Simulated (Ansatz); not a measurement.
**Cs$_{2}$KClF$_{6}$ in Ansatz, settings compared**

Run with:

```bash
ansatz run input.yaml --threads 1 --pin off --max-ram 2560MiB --backend cpu --events-out ev --progress --plain --runs-dir out
```

input.yaml:

```yaml
crystal:
  lattice:
    - [0.0, 4.663545, 4.663545]
    - [4.663545, 0.0, 4.663545]
    - [4.663545, 4.663545, 0.0]
  atoms:
    - { symbol: F, position: [0.785, 0.215, 0.215] }
    - { symbol: F, position: [0.215, 0.785, 0.215] }
    - { symbol: F, position: [0.215, 0.785, 0.785] }
    - { symbol: F, position: [0.785, 0.215, 0.785] }
    - { symbol: F, position: [0.215, 0.215, 0.785] }
    - { symbol: F, position: [0.785, 0.785, 0.215] }
    - { symbol: K, position: [0.5, 0.5, 0.5] }
    - { symbol: Cl, position: [0.0, 0.0, 0.0] }
    - { symbol: Cs, position: [0.25, 0.25, 0.25] }
    - { symbol: Cs, position: [0.75, 0.75, 0.75] }
  symmetry: { tolerance: 0.0003 }
kpoints:
  mp_grid: { grid: [4, 4, 4], shift: [0, 0, 0] }
magnetization:
  spin_polarized: false
scf:
  occupations: { method: cold, width: 0.0151 }
hamiltonian:
  pseudopotentials: { kind: paw }
  xc: pbe
basis:
  ecutwfc: 420
output:
  forces: true
  stress: true
  eigenvalues: true
```

Origin of the cell: a known structure type with other elements, at an estimated volume, so it need not be a known compound.

Output of this run (shortened):

```
Pseudopotentials: kind: paw
Pseudopotential: F, paw, valence charge 7, recommended cutoff 420 eV (normal), F.paw.azcp
Pseudopotential: K, paw, valence charge 9, recommended cutoff 420 eV (normal), K.paw.azcp
Pseudopotential: Cl, paw, valence charge 7, recommended cutoff 420 eV (normal), Cl.paw.azcp
Pseudopotential: Cs, paw, valence charge 9, recommended cutoff 420 eV (normal), Cs.paw.azcp
Functional definition: PBE
  exchange = pbe_x(kappa = kappa, mu = beta*pi^2/3)
  correlation = pbe_c(beta = beta)
Crystal: 10 atoms, lattice volume = 202.852 Å³
Basis set: ecut = 420 eV, 3839 PW (Γ), exchange–correlation on 90×90×90 points (8 copies of the dense FFT grid, shifted against one another)
Bands: 48, of which v1, the nominal top of the filled ones, is band 38 counted from 1 (37 counted from 0)
Symmetry: 48 space group operations
[… 10 lines left out …]
Initial density: superposition of atomic densities (neutral atoms: chi_scale 0, normalization atom), corrected by the library's trained network
Functional: x = pbe(κ = 0.804, μ = 0.219515), c = pbe(β = 0.066725)
SCF iter   1: F=—  HF=-18808.471686 eV  Δρ=2.55e-3  dr2=1.75e-2
SCF iter   2: F=—  HF=-18808.472643 eV  S|Δr|=    0.00e0  Δρ=2.04e-3  dr2=1.05e-2  defer=24
SCF iter   3: F=—  HF=-18808.472510 eV  S|Δr|=    0.00e0  Δρ=1.77e-3  dr2=9.91e-3  defer=16
SCF iter   4: F=—  HF=-18808.471939 eV  S|Δr|=    0.00e0  Δρ=1.57e-3  dr2=7.68e-3  defer=16
SCF iter   5: F=—  HF=-18808.470616 eV  S|Δr|=    0.00e0  Δρ=7.93e-4  dr2=1.45e-3  defer=16
SCF iter   6: F=—  HF=-18808.470402 eV  S|Δr|=    0.00e0  Δρ=1.17e-4  dr2=2.34e-5  defer=16
SCF iter   7: F=—  HF=-18808.470572 eV  S|Δr|=    0.00e0  Δρ=2.18e-5  dr2=4.63e-7  defer=16
SCF iter   8: F=-18808.470572 eV  HF=-18808.470572 eV  S|Δr|=    0.00e0  Δρ=6.62e-6  dr2=5.90e-8
SCF 1 converged in 8 iterations: F = -18808.470572 eV  dr2 = 5.90e-8
SCF converged after 8 iterations
Stability not checked: this state was not tested for a lower state beside it, because cold or Methfessel-Paxton smearing, or corrected tetrahedra, fill the levels in a way that the test cannot read (fill_not_monotonic; […]
Free energy (F): -18808.470572 eV
Harris-Foulkes:  -18808.470572 eV  (|F-HF|=2.39e-8)
Internal energy: -18808.468981 eV  (E = F + TS)
E sigma→0 (E₀):  -18808.470042 eV
Entropy (-TS):   -0.001592 eV (-0.159 meV/atom)
Fermi energy:    4.904428 eV
--- Per-component energies (eV) ---
  E_band       = -425.281044
  E_kinetic    = 1935.176060
  E_local      = -5404.123248  (includes V_loc(G=0)·N_el)
  E_nonlocal   = 543.286563
  E_hartree    = 2056.229297
  E_xc         = -1070.566943
  E_vxc        = -1154.406995  (∫ρ·V_xc dr)
  E_paw        = -12772.728721  (= ΣΔE_a)
  E_vpaw       = -457.666639  (= ΣTr[D̂ρ^β])
  E_aug_tail   = 0.012410  (compensation charges beyond the density's cutoff)
  E_ewald      = -4095.754398
  E_smearing   = -0.001592  (= −TS)
  Σ components = -18808.470572   (vs F -18808.470572, Δ=0.00e0)
--- Forces (eV/Å), atoms counted from 1 ---
  atom   1  F      1.569024     0.000000    -0.000000
[… 4 lines left out …]
  atom   6  F      0.000000    -0.000000    -1.569024
  atom   7  K      0.000000     0.000000     0.000000
  atom   8  Cl     0.000000    -0.000000     0.000000
  atom   9  Cs    -0.000000     0.000000    -0.000000
  atom  10  Cs    -0.000000     0.000000    -0.000000
  max |Σ_I F_I| component: 2.43e-16 eV/Å
--- Stress (GPa, compression-positive) ---
        4.110282      -0.000000       0.000000
        0.000000       4.110282      -0.000000
       -0.000000      -0.000000       4.110282
  P = ⅓ Tr σ = 4.1103 GPa (41.103 kbar)
```

The same input was run again with these changes:

1. `basis.ecutrho_ratio` default → 12; `scf.mixing.preconditioner` default → kerker
2. `kpoints.mp_grid.shift` [0, 0, 0] → [0.5, 0.5, 0.5]; `scf.convergence.dr2_threshold` default → 1.0e-06
3. `basis.xc_grid` default → 2; `scf.occupations.width` 0.0151 → 0.2
4. `kpoints.mp_grid.grid` [4, 4, 4] → [3, 3, 3]

| run | end | SCF iterations | P (GPa) | max force component (eV/Å) | moment (μB) | ΔE(σ→0) (meV/atom) |
| --- | --- | --- | --- | --- | --- | --- |
| base | converged | 8 | 4.11 | 1.569 | – | 0 |
| 1 | converged | 7 | 4.11 | 1.569 | – | -0.01 |
| 2 | converged | 9 | 4.09 | 1.575 | – | -0.30 |
| 3 | converged | 9 | 4.20 | 1.595 | – | -2.63 |
| 4 | converged | 11 | 4.12 | 1.573 | – | 0.97 |

Energies are compared only where functional, datasets, charge and starting cell are the same.

Caveats of the base run: no spin, though holes on the anions or broken bonds may carry moments.

Run 2: the SCF threshold is loose for forces; the k mesh keeps only part of the crystal's symmetry.
Run 3: wide smearing.
Run 4: the k mesh is coarse if the cell is a metal.

The base run took 5.8 s on 1 thread of AMD EPYC 7R43 64-Core Processor (Zen 3), on a shared host, peak memory 0.53 GiB, from the program's own first density.
